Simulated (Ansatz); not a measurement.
LiNbO₃ (space group R-3c)

```
CELL_PARAMETERS angstrom
      2.56213     1.47925     4.51823
     -2.56213     1.47925     4.51823
      0.00000    -2.95850     4.51823
ATOMIC_POSITIONS crystal
  Li 0.75000 0.75000 0.75000
  Li 0.25000 0.25000 0.25000
  Nb 0.00000 0.00000 0.00000
  Nb 0.50000 0.50000 0.50000
  O  0.62539 0.87461 0.25000
  O  0.37461 0.12539 0.75000
  O  0.25000 0.62539 0.87461
  O  0.75000 0.37461 0.12539
  O  0.87461 0.25000 0.62539
  O  0.12539 0.75000 0.37461
```

The slice is a (1 -1 0 2) plane (indices of the conventional cell) through the point (0.625, 0.875, 0.250) (fractional), spanned by u = [1 0 -1] and v = [010] in vectors of this cell: u (5.12 Å) and v (5.40 Å, at 90° to u). It covers one period; positions are fractions (u, v).

These are LDA (plane waves to 420 eV, PAW, scalar-relativistic; Ansatz, an electronic-structure program) values and carry that method's errors. k mesh 8×8×8. Inside the PAW spheres the values are not all-electron values, and peaks at nuclei hang on which shells count as valence. LiNbO3 is run without spin polarisation. LiNbO3 was relaxed with its symmetry unable to fall. This is one of several known forms of LiNbO3; the measured ambient cells at hand have space group No. 161.

Three fields on this plane, each scaled to ten steps between its own extremes (0 low, 9 high; the total valence density on a logarithmic scale, the potential cut 8 eV below its top; x marks points blanked near nuclei; v = 0 in the bottom row):

Map A
```
|xxx66545678887654xx|
|xxx88888877764100xx|
|2579999998763000000|
|058999999875000xx00|
|04799999997300xxxx0|
|03799999986200xxxx0|
|02568999986200xxxx0|
|0xxxx899997400xxx00|
|xxxxxx8999862000000|
|xxxxxx7889986300002|
|xxxxxx5678887654456|
|7xxxx00035777788888|
|8630000001578899999|
|96200xxx00368999999|
|8500xxxxx0068999999|
|8500xxxxx0058999999|
|5400xxxxx0058999987|
|xxx00xxx002689998xx|
|xxx00000005799997xx|
|xxx21000257899885xx|
```

Map B
```
|xxx74334555432247xx|
|xxx53223566543357xx|
|8753101345554467788|
|643100023455579xx97|
|53221001233459xxxx8|
|65443100012369xxxx9|
|77776420001359xxxx9|
|8xxxx631001247xxx98|
|xxxxxx5200234578877|
|xxxxxx5211344554457|
|xxxxxx5323455543346|
|7xxxx75433556542224|
|4688877654555532112|
|24568xxx75554421001|
|2347xxxxx7443210001|
|4458xxxxx7422100123|
|7778xxxxx7421001357|
|xxx89xxx853100025xx|
|xxx87787643210137xx|
|xxx85444544321247xx|
```

Map C
```
|xxx93002566530038xx|
|xxx72014788630013xx|
|8973001478752012225|
|232000035653126xx52|
|10000000232115xxxx4|
|12443100010017xxxx6|
|27998610000016xxxx4|
|6xxxx950000003xxx62|
|xxxxxx7100010124423|
|xxxxxx7101233210016|
|xxxxxx5102566531027|
|9xxxx51002578752015|
|6897322201478762002|
|12223xxx41246641000|
|0002xxxxx2023310000|
|4213xxxxx3001000034|
|9832xxxxx2000000489|
|xxx24xxx410000038xx|
|xxx62343101100059xx|
|xxx92000133310059xx|
```

**Question.** Assign the maps to these fields: electron localisation function (ELF); valence electron density; electrostatic potential energy of an electron, from the cell's mean.

**Answer.** A is the electrostatic potential energy of an electron, from the cell's mean; B is the valence electron density; C is the electron localisation function (ELF).
